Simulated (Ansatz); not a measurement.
Cu3Pd (Cu3Au type, Pm-3m) at seven volumes, LDA (plane waves, PAW; program Ansatz), scaled uniformly. One row is withheld.

```json
[
 {"V (Å³/atom)": "10.727", "P (GPa)": "23.69"},
 {"V (Å³/atom)": "11.080", "P (GPa)": "?"},
 {"V (Å³/atom)": "11.434", "P (GPa)": "6.52"},
 {"V (Å³/atom)": "11.788", "P (GPa)": "0.00"},
 {"V (Å³/atom)": "12.141", "P (GPa)": "-5.43"},
 {"V (Å³/atom)": "12.495", "P (GPa)": "-9.96"},
 {"V (Å³/atom)": "12.849", "P (GPa)": "-13.71"}
]
```

### Question
Fit the shown pressures and predict the withheld one.

### Answer
Third-order Birch–Murnaghan: P = (3/2)B₀(x^(7/2) − x^(5/2))[1 + (3/4)(B′ − 4)(x − 1)] with x = (V₀/V)^(2/3). Least squares on the six rows gives V₀ = 11.788 Å³/atom, B₀ = 197.8 GPa, B′ = 5.06. At V = 11.080, x = 1.0422 and P = 14.33 GPa. The run itself gave 14.32 GPa.

The workflow started from a Materials Project entry (that database holds measured and hypothetical structures alike); the Crystallography Open Database files this formula in space group No. 221, but the cells were not matched. Whether it is the stable phase at ambient conditions was not checked. Symmetry was held in the LDA relaxation; its stability against distortions is not shown here. No spin polarisation was allowed.

Potentials: the later of the program's two PAW sets.
